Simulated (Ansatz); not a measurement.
## Bi2Te3: 209Bi nuclear quadrupole resonance

Cell: a Materials Project structure (computed, not necessarily an observed phase).

```
Bi Te
1.0
     2.20907    1.27540   10.75243
    -2.20907    1.27540   10.75243
     0.00000   -2.55081   10.75243
Bi Te
2 3
Direct
  0.60317 0.60317 0.60317
  0.39683 0.39683 0.39683
  0.78319 0.78319 0.78319
  0.00000 0.00000 0.00000
  0.21681 0.21681 0.21681
```

Atoms are numbered from 1 in the order listed; like atoms form one site, named after its first atom.

Level of theory: DFT, r2SCAN, plane waves and PAW, scalar-relativistic, 500 eV cutoff, Γ-centred 9×9×9 k-points, Fermi–Dirac smearing 0.01 eV (Ansatz 0.2.0).

209Bi: I = 9/2, Q = -516.0 mb (year-2017 value). Static lattice, zero field.

**Question.** Predict the zero-field 209Bi lines of each site.

**Answer.** For I = 9/2 and η = 0 the lines are |C_Q|/24 times 1, 2, 3 and 4; η shifts the lowest up most.

```csv
site,atoms,V_zz (10²¹ V/m²),C_Q (MHz),η,line frequencies (MHz)
Bi,"1, 2",2.15,-26.9,0.00,"1.12, 2.24, 3.36, 4.48"
```

An axis of threefold or higher order runs through Bi, so V_zz lies along it and η is zero.

Spin–orbit coupling is left out, which shifts gradients on Bi by a few per cent in wide-gap crystals, and can shift them far more where the calculated gap is small or absent, as here. Newer work puts Q(²⁰⁹Bi) near −420 mb, which would lower these couplings by about a fifth.
